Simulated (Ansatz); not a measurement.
MgS:
```cif
data_Mg6S6
_chemical_formula_sum 'Mg6 S6'
_space_group_name_H-M_alt 'P 1'
_space_group_IT_number 1
_cell_length_a 6.94642
_cell_length_b 6.94642
_cell_length_c 6.94642
_cell_angle_alpha 90.000
_cell_angle_beta 90.000
_cell_angle_gamma 90.000
loop_
_space_group_symop_operation_xyz
  'x, y, z'
loop_
_atom_site_label
_atom_site_type_symbol
_atom_site_fract_x
_atom_site_fract_y
_atom_site_fract_z
_atom_site_occupancy
Mg1 Mg 0.25000 0.00000 0.50000 1
Mg2 Mg 0.50000 0.25000 0.00000 1
Mg3 Mg 0.50000 0.75000 0.00000 1
Mg4 Mg 0.75000 0.00000 0.50000 1
Mg5 Mg 0.00000 0.50000 0.75000 1
Mg6 Mg 0.00000 0.50000 0.25000 1
S1 S 0.25000 0.50000 0.00000 1
S2 S 0.00000 0.25000 0.50000 1
S3 S 0.00000 0.75000 0.50000 1
S4 S 0.75000 0.50000 0.00000 1
S5 S 0.50000 0.00000 0.75000 1
S6 S 0.50000 0.00000 0.25000 1
```

Relaxed with r²SCAN. Independent-particle spectrum: no excitons, no local fields, no scissors shift; 0.1 eV broadening; ε₁ of the summed bands alone.

### Question
Tabulate the dielectric function from r²SCAN in the plane-wave PAW code Ansatz.

### Answer


```csv
E (eV),ε₁ xx,ε₂ xx
0.0,3.40,0.00
0.3,3.40,0.00
0.6,3.42,0.00
0.9,3.44,0.00
1.2,3.46,0.00
1.5,3.50,0.00
1.8,3.55,0.00
2.1,3.61,0.00
2.4,3.69,0.00
2.7,3.79,0.00
3.0,3.91,0.00
3.3,4.07,0.00
3.6,4.32,0.06
3.9,4.47,0.17
4.2,4.68,0.21
4.5,5.10,0.26
4.8,5.39,0.70
5.1,5.78,0.82
5.4,6.56,1.55
5.7,6.40,2.69
6.0,6.75,2.83
6.3,7.05,4.76
6.6,6.23,5.47
6.9,4.11,6.99
7.2,3.75,6.73
7.5,1.69,7.41
7.8,0.77,6.31
8.1,0.36,5.50
8.4,0.02,6.18
8.7,-1.14,4.93
9.0,-1.25,4.90
9.3,-1.78,3.89
9.6,-1.69,3.44
9.9,-2.01,2.56
10.2,-1.59,1.93
10.5,-1.31,1.65
10.8,-1.01,1.40
11.1,-0.57,1.25
11.4,-0.32,1.46
11.7,-0.50,1.65
12.0,-0.80,1.37
```

### Question
From ε at 5.0 eV (xx: 5.59 + 0.77i), find n, k, the normal reflectivity and the absorption coefficient.

### Answer
n = 2.37, k = 0.162, R = 17 %, α = 2kE/ħc = 82000 cm⁻¹.

With all bands, ε∞ without local fields is 3.43.

Space group Pm-3n. The start of the workflow was typed in or built on a structure type; neither database checked (COD, Materials Project) lists it. COD files the formula under space group No. 225. Whether it is the stable phase at ambient conditions was not checked. The cell was relaxed with r²SCAN under the symmetry of its start; its stability against distortions is not shown here.

Potentials: the earlier of the program's two PAW sets.
